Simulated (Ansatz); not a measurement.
**Energy against volume for TiAl3 (D022 type, space group I4/mmm)**

TiAl3 (D022 type, space group I4/mmm)

```
CELL_PARAMETERS angstrom
     -1.92294     1.92294     4.30997
      1.92294    -1.92294     4.30997
      1.92294     1.92294    -4.30997
ATOMIC_POSITIONS crystal
  Al 0.50000 0.50000 0.00000
  Al 0.75000 0.25000 0.50000
  Al 0.25000 0.75000 0.50000
  Ti 0.00000 0.00000 0.00000
```

Equation-of-state scan: isotropic scaling of the cell above, V₀ being its volume. Symmetry pins the atoms to their sites.

These are PBE (plane waves to 420 eV, PAW, scalar-relativistic; Ansatz, a program for electronic structure) values and carry that method's errors. k mesh 17×17×17 (Γ-centred), Fermi-Dirac smearing 0.05 eV. E stands for the smeared free energy. Compression counts positive. With the shape held, the modulus is that of even scaling; a crystal free to change shape is softer. TiAl3 is run without spin polarisation. TiAl3 was relaxed with its symmetry unable to fall. ΔE is measured from the relaxed starting cell.

```tsv
V (Å³/atom)	ΔE (eV/atom)	P (GPa)
14.343	0.063	13.8
14.609	0.042	11.0
14.874	0.026	8.4
15.140	0.014	6.0
15.406	0.006	3.8
15.671	0.002	1.8
15.937	0.000	0.0
16.203	0.001	-1.7
16.468	0.006	-3.2
16.734	0.012	-4.7
16.999	0.021	-6.0
17.265	0.032	-7.2
17.531	0.045	-8.3
```

Key numbers:

```
Property                                                                       Value
---------------------------------------------------------------------  -------------
Pressure at the smallest volume                                             13.8 GPa
Energy cost of the largest compression                                   63 meV/atom
Energy cost of the largest expansion                                     45 meV/atom
Bulk modulus at fixed cell shape B₀ (third-order Birch-Murnaghan fit)        106 GPa
Pressure derivative B₀′ (fit)                                                    4.1
Equilibrium volume of the fit                                          15.94 Å³/atom
Pressure for 5 % compression (fit)                                           6.0 GPa
```

(A scan under strain: stresses follow from slopes of the energy per volume, elastic moduli from its curvatures.)
